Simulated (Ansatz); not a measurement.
Geometry optimisation in Ansatz: input, command and trajectory.

```yaml
crystal:
  lattice:
    - [3.0152803787, 0.0, 0.0]
    - [-1.5076401893, 2.6113094075, 0.0]
    - [0.0, 0.0, 4.8092735312]
  atoms:
    - { symbol: Al, position: [0.3333333333, 0.6666666667, -0.001489866] }
    - { symbol: Al, position: [0.6666666667, 0.3333333333, 0.498510134] }
    - { symbol: "N", position: [0.3333333333, 0.6666666667, 0.381489866] }
    - { symbol: "N", position: [0.6666666667, 0.3333333333, 0.881489866] }
basis:
  ecutwfc: 500
kpoints:
  mp_grid: { grid: [12, 12, 6] }
hamiltonian:
  xc: r2scan
scf:
  occupations: { method: gaussian, width: 0.02 }
output:
  forces: true
  stress: true
  eigenvalues: true
relax:
  adjacent_minimum: "off"
  f_tol: 0.01
  max_steps: 30
  cell: { stress_tol: 0.1, fix: [volume] }
```

```bash
ansatz run input.yaml --threads 1 --pin off --max-ram 2560MiB --backend cpu --events-out ev --progress --plain --runs-dir out
```

The calculation used Ansatz, DFT r2SCAN, scalar-relativistic, plane waves, PAW.

The volume is held at 0.91 times that of the relaxed cell.

Of 5 frames 4 are shown, positions in Å and forces in eV/Å; the SCF threshold varies from step to step. Steps run on the plane waves of an earlier cell, with a Pulay correction in the pressure. The basis is chosen afresh for the last frame, the zero of the energies, and at times for earlier ones too; energy and pressure step there, also at an unchanged geometry.

```xyz
4
Lattice="3.0153 0.0000 0.0000 -1.5076 2.6113 0.0000 0.0000 0.0000 4.8093" Properties=species:S:1:pos:R:3:forces:R:3 pbc="T T T" step=1 free_energy_over_end_meV_per_atom=0.07 pressure_GPa=23.73
Al    0.0000    1.7409   -0.0072    0.0000    0.0000   -0.0196
Al    1.5076    0.8704    2.3975    0.0000    0.0000   -0.0196
N     0.0000    1.7409    1.8347    0.0000    0.0000    0.0192
N     1.5076    0.8704    4.2393    0.0000    0.0000    0.0192
4
Lattice="3.0170 0.0000 0.0000 -1.5085 2.6128 0.0000 0.0000 0.0000 4.8039" Properties=species:S:1:pos:R:3:forces:R:3 pbc="T T T" step=2 free_energy_over_end_meV_per_atom=0.02 pressure_GPa=23.69
Al    0.0000    1.7418   -0.0081    0.0000    0.0000   -0.0201
Al    1.5085    0.8709    2.3939    0.0000    0.0000   -0.0201
N     0.0000    1.7418    1.8335    0.0000    0.0000    0.0196
N     1.5085    0.8709    4.2355    0.0000    0.0000    0.0196
4
Lattice="3.0186 0.0000 0.0000 -1.5093 2.6142 0.0000 0.0000 0.0000 4.7987" Properties=species:S:1:pos:R:3:forces:R:3 pbc="T T T" step=3 free_energy_over_end_meV_per_atom=0.00 pressure_GPa=23.66
Al    0.0000    1.7428   -0.0092    0.0000    0.0000   -0.0105
Al    1.5093    0.8714    2.3901    0.0000    0.0000   -0.0105
N     0.0000    1.7428    1.8327    0.0000    0.0000    0.0101
N     1.5093    0.8714    4.2321    0.0000    0.0000    0.0101
4
Lattice="3.0186 0.0000 0.0000 -1.5093 2.6142 0.0000 0.0000 0.0000 4.7986" Properties=species:S:1:pos:R:3:forces:R:3 pbc="T T T" step=5 free_energy_over_end_meV_per_atom=0.00 pressure_GPa=23.65
Al    0.0000    1.7428   -0.0096    0.0000    0.0000   -0.0002
Al    1.5093    0.8714    2.3897    0.0000    0.0000   -0.0002
N     0.0000    1.7428    1.8330    0.0000    0.0000   -0.0001
N     1.5093    0.8714    4.2323    0.0000    0.0000   -0.0001
```

Time: 14 s on 1 thread of AMD EPYC 9R45 96-Core Processor (Zen 5), with other jobs on the host, peak memory 0.47 GiB.